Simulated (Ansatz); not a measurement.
Relaxation of a randomly generated symmetric cell of V (space group No. 15); 2 atoms in the cell, which starts as C2/c (No. 15), mS4; a = 2.7665 Å, b = 5.0784 Å, c = 4.1347 Å, α = 90.00°, β = 104.33°, γ = 90.00°. The numbers are results of r2SCAN (plane waves to 500 eV, PAW, scalar-relativistic; Ansatz, an electronic-structure program), not measurements. Γ-centred k-mesh 14×14×8 on the run's cell (coarser than for final values), Fermi–Dirac smearing 0.05 eV. This is the first round of the run. Spin-polarised start, with parallel moments on V.

The optimiser's lines from the output (shortened; P is positive under compression):

```
relax step   1: F+E_penalty+E_count = -5833.63243435 eV  Δ(F+E_penalty+E_count) = +0.000e0 eV  max|allowed force component| = 1.937e-1 eV/Å  Δτ_max = 0.0000 Å  P = -5.653 GPa  Ω = 28.141 Å³  (18 SCF iters, dr2 threshold 1.00e-7 eV, accepted)
relax step   2: F+E_penalty+E_count = -5833.76980730 eV  Δ(F+E_penalty+E_count) = -1.374e-1 eV  max|allowed force component| = 1.266e-1 eV/Å  Δτ_max = 0.0007 Å  P = +1.596 GPa  Ω = 26.795 Å³  (18 SCF iters, dr2 threshold 2.00e-7 eV, accepted)
relax step   3: F+E_penalty+E_count = -5833.87321041 eV  Δ(F+E_penalty+E_count) = -1.034e-1 eV  max|allowed force component| = 1.099e-1 eV/Å  Δτ_max = 0.0022 Å  P = +3.276 GPa  Ω = 26.471 Å³  (15 SCF iters, dr2 threshold 2.00e-7 eV, accepted)
relax step   4: F+E_penalty+E_count = -5833.91547578 eV  Δ(F+E_penalty+E_count) = -4.227e-2 eV  max|allowed force component| = 3.638e-3 eV/Å  Δτ_max = 0.0224 Å  P = -0.545 GPa  Ω = 27.000 Å³  (14 SCF iters, dr2 threshold 2.00e-7 eV, accepted)
relax step   5: F+E_penalty+E_count = -5833.91903592 eV  Δ(F+E_penalty+E_count) = -3.560e-3 eV  max|allowed force component| = 1.858e-2 eV/Å  Δτ_max = 0.0016 Å  P = +0.562 GPa  Ω = 26.838 Å³  (12 SCF iters, dr2 threshold 2.00e-7 eV, accepted)
relax step   6: F+E_penalty+E_count = -5833.91985322 eV  Δ(F+E_penalty+E_count) = -8.173e-4 eV  max|allowed force component| = 1.201e-3 eV/Å  Δτ_max = 0.0030 Å  P = -0.112 GPa  Ω = 26.925 Å³  (11 SCF iters, dr2 threshold 2.00e-7 eV, accepted)
relax step   7: F+E_penalty+E_count = -5833.92011107 eV  Δ(F+E_penalty+E_count) = -2.578e-4 eV  max|allowed force component| = 3.140e-5 eV/Å  Δτ_max = 0.0003 Å  P = +0.009 GPa  Ω = 26.909 Å³  (9 SCF iters, dr2 threshold 2.00e-7 eV, accepted)
relax step   8: F+E_penalty+E_count = -5833.92014091 eV  Δ(F+E_penalty+E_count) = -2.984e-5 eV  max|allowed force component| = 6.175e-3 eV/Å  Δτ_max = 0.0009 Å  P = -0.030 GPa  Ω = 26.915 Å³  (10 SCF iters, dr2 threshold 2.01e-8 eV, accepted)
relax step   9: F+E_penalty+E_count = -5833.92015066 eV  Δ(F+E_penalty+E_count) = -9.748e-6 eV  max|allowed force component| = 2.694e-4 eV/Å  Δτ_max = 0.0009 Å  P = -0.000 GPa  Ω = 26.910 Å³  (9 SCF iters, dr2 threshold 7.79e-9 eV, accepted)
relax step  10: F+E_penalty+E_count = -5833.92081416 eV  Δ(F+E_penalty+E_count) = -6.635e-4 eV  max|allowed force component| = 6.295e-4 eV/Å  Δτ_max = 0.0000 Å  P = +0.018 GPa  Ω = 26.910 Å³  stress off target by 1.04e-1 GPa  SCF on the basis re-selected at this cell (its energy is not comparable with the rows above)  (12 SCF iters)
relax step  11: F+E_penalty+E_count = -5833.92082407 eV  Δ(F+E_penalty+E_count) = -9.903e-6 eV  max|allowed force component| = 1.072e-4 eV/Å  Δτ_max = 0.0001 Å  P = -0.011 GPa  Ω = 26.915 Å³  (9 SCF iters, dr2 threshold 2.70e-8 eV, accepted)
relax step  12: F+E_penalty+E_count = -5833.92082664 eV  Δ(F+E_penalty+E_count) = -2.578e-6 eV  max|allowed force component| = 1.076e-4 eV/Å  Δτ_max = 0.0000 Å  P = -0.011 GPa  Ω = 26.915 Å³  stress off target by 1.91e-2 GPa  SCF on the basis re-selected at this cell (its energy is not comparable with the rows above)  (7 SCF iters)
```

From the first to the last row the energy changes by -0.14 eV/atom and the volume by -4.4 %. The last row is marked as not comparable with the walk above it, whose basis was carried along; it does compare with step 1, since both stand on a basis selected at the nominal cutoff for their own cell.

Later rounds, restarted from the end of this one on a renewed k-mesh, logged 12 more steps and released under 0.01 eV/atom more. The final structure after all rounds: Fddd, origin choice 1 (No. 70), oF8, AFLOW prototype A_oF8_70_a; a = 2.412 Å, b = 4.990 Å, c = 8.941 Å, α = 90.00°, β = 90.00°, γ = 90.00°. Between re-selections the logged energies stand on a plane-wave basis carried along with the cell. No spin polarisation in the result: the starting moments vanished.

The run could not lose the symmetry of its start: the end is stationary, and may be a saddle point rather than a minimum.

The relaxed structure here is a generated cell of V: the first start was made by a random draw of sites in a space group, and the end was not matched to a known phase here, so it may be hypothetical. Known forms of V include space group No. 229.
